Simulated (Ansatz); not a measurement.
Clean, relaxed (110) surface of Al2Cu, space group I4/mcm (No. 140) (top face towards +c; atoms held fixed, by place in the list: 1, 2, 3, 4, 5, 6):

```
CELL_PARAMETERS angstrom
4.82785 0.00000 0.00000
-2.41392 4.23776 0.00000
0.00000 0.00000 25.47553
ATOMIC_POSITIONS crystal
Al 0.40932 0.81864 0.33365
Al 0.09068 0.18136 0.33365
Al 0.75000 0.50000 0.38666
Cu 0.75000 0.00000 0.41683
Cu 0.25000 0.00000 0.41683
Al 0.25000 0.50000 0.44700
Al 0.90917 0.81835 0.50010
Al 0.59083 0.18165 0.50010
Al 0.25000 0.50000 0.55515
Cu 0.25000 0.00000 0.58274
Cu 0.75000 0.00000 0.58274
Al 0.75000 0.50000 0.61752
Al 0.41283 0.82567 0.66782
Al 0.08717 0.17433 0.66782
```

All numbers below come from DFT PBEsol, scalar-relativistic, plane waves, PAW in Ansatz 0.2.0. Settings: cutoff 420 eV, Γ-centred mesh 7×7×1 on the computed 14-atom cell, Gaussian smearing of 0.10 eV; no spin polarisation. A dipole correction removes the field between periodic images along c.

K (atom) is adsorbed on the top face, one adsorbate per 20.5 Å², and relaxed from 3 starting sites (fractions of a and b). E_ads counts from the clean slab and the free adsorbate (spin-polarised where it has unpaired electrons); negative means bound. Heights count from the highest slab atom after relaxation. Δφ is the top face's. Δp counts per cell along +c. Bonded neighbours lie within 1.25 times the sum of covalent radii (1.35 for H) and, on that scale, within 12 % of the closest. With the adsorbate the cell is lengthened along c to keep the vacuum.

```json
{"start": "top (Al) at (0.41, 0.83)", "ends at": "(0.25, 0.49), 2 bonded neighbours (Al)", "E_ads (eV)": "-1.40", "height (Å)": "3.08", "shortest contact": "K–Al 3.37 Å", "Δφ (eV)": "-1.89", "Δp (e·Å)": "+0.216"}
{"start": "bridge (Al-Al) at (0.91, 0.83)", "ends at": "(0.75, 0.50), 7 bonded neighbours (Al)", "E_ads (eV)": "-1.85", "height (Å)": "2.25", "shortest contact": "K–Al 3.58 Å", "Δφ (eV)": "-2.33", "Δp (e·Å)": "+0.263"}
{"start": "hollow (over Al) at (0.75, 0.50)", "ends at": "(0.75, 0.50), 7 bonded neighbours (Al)", "E_ads (eV)": "-1.85", "height (Å)": "2.24", "shortest contact": "K–Al 3.57 Å", "Δφ (eV)": "-2.34", "Δp (e·Å)": "+0.265"}
```

Among the sites tried, the lowest end comes from the hollow (over Al) at (0.75, 0.50) start; the bridge (Al-Al) at (0.91, 0.83) start ended within 0.02 eV of it, though not always at the same place; other sites may lie lower.

Each end is the local minimum or symmetric point that its start leads to.

The adsorbed runs have no spin polarisation, so weakly bound open-shell ends lie too high.

In some of the runs charge leaks into the vacuum, so their work functions can be off.